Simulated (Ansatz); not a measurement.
Structure types of Ba compared at -0.15 GPa

Structure types of Ba are relaxed in primitive cells with their symmetry kept at -0.15 GPa, first on PAW files, then by LAPW. The enthalpy is E + pV at zero temperature, without zero-point motion. Only the types listed were tried, and differences under about 5 meV/atom are mesh noise.

Level of theory: DFT with LDA, scalar-relativistic, in Ansatz 0.2.0; Fermi–Dirac smearing of 0.1 eV, no spin polarisation. LAPW: all electrons, basis error target 0.5 meV/atom; PAW: frozen-core files, cutoff 420 eV.

k meshes: fcc 11×11×11, bcc 11×11×11, hcp 10×10×6, sc 10×10×10, simple hexagonal 11×11×10, diamond 8×8×8.

Spin–orbit coupling is left out, which matters for the heavy atoms. The PAW files were made under PBE.

Q: Order the types by LAPW enthalpy, lowest first.
A. simple hexagonal
B. bcc
C. hcp
D. sc
E. diamond
F. fcc

A: B (0 meV/atom), C (8 meV/atom), F (14 meV/atom), A (163 meV/atom), D (286 meV/atom), E (789 meV/atom).

| start type | ends as | a, b, c (Å) | V (Å³/atom) | H − H(lowest), LAPW (meV/atom) | same, PAW |
| --- | --- | --- | --- | --- | --- |
| fcc | fcc, Fm-3m | 6.028, 6.028, 6.028 | 54.77 | 13.8 | 13.8 |
| bcc | bcc, Im-3m | 4.785, 4.785, 4.785 | 54.77 | 0.0 | 0.0 |
| hcp | hcp, P6_3/mmc | 4.259, 4.259, 6.910 | 54.29 | 7.8 | 7.8 |
| sc | sc, Pm-3m | 3.732, 3.732, 3.732 | 51.99 | 285.8 | 285.8 |
| simple hexagonal | simple hexagonal, P6/mmm | 4.035, 4.035, 3.737 | 52.69 | 162.5 | 162.5 |
| diamond | diamond, Fd-3m | 7.304, 7.304, 7.304 | 48.71 | 789.3 | 789.2 |

Q: Would hcp gain on bcc at higher pressure?

A: Yes: dH/dp = V, and its volume is smaller by 0.48 Å³/atom. Held constant, that would close the gap after about 2.6 GPa more, a rough figure, since the volume difference changes with pressure.
